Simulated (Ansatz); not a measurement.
# LiBr$_{4}$, a known structure type with other elements, at an estimated volume

```xyz
10
Lattice="-4.3480 4.3480 3.9208 4.3480 -4.3480 3.9208 4.3480 4.3480 -3.9208" Properties=species:S:1:pos:R:3 pbc="T T T"
Br    4.3480    0.4957    2.3839
Br    1.6783    2.1740    4.3443
Br    4.3480    3.8523    2.3839
Br   -1.6783    2.1740    4.3443
Br    0.0000    3.8523    1.5370
Br    6.0264    2.1740   -0.4234
Br    0.0000    0.4957    1.5370
Br    2.6697    2.1740   -0.4234
Li    4.3480   -2.1740    2.9406
Li    0.0000    6.5220    0.9802
```

Single point in Ansatz 0.2.0 with PBE, no spin polarisation. Cutoff 420 eV, PAW datasets, 6×6×6 Γ-centred k mesh, fermi-dirac filling (width 0.1 eV).

Task: How is the charge shared?

Result: Bader charges in e: Li +0.90, Br -0.22. In the mean Li gives up most and Br takes most.

Task: What do density and ELF say about some of the short contacts?

Result: Br–Li at 2.73 Å: least valence density 0.07 e/Å³ and ELF 0.02 there. Both are smooth PAW fields, read partly inside the augmentation spheres.

Task: Is there a gap?

Result: It is a metal, with about 21 states/eV a cell as the mean within 0.25 eV of the Fermi level, mostly Br p (99 %).

Task: Is it stable against the elements?

Result: -0.13 eV an atom against the elements' usual phases (free molecules for gases, crystals otherwise, with no correction for O₂ or N₂), so it is bound against them; other compounds may still compete. Relaxing would lower it.

Origin: a known structure type with other elements, at an estimated volume, so it need not be a known compound. Caveats: many states at the Fermi level without spin polarisation, so a magnetic state may lie lower.
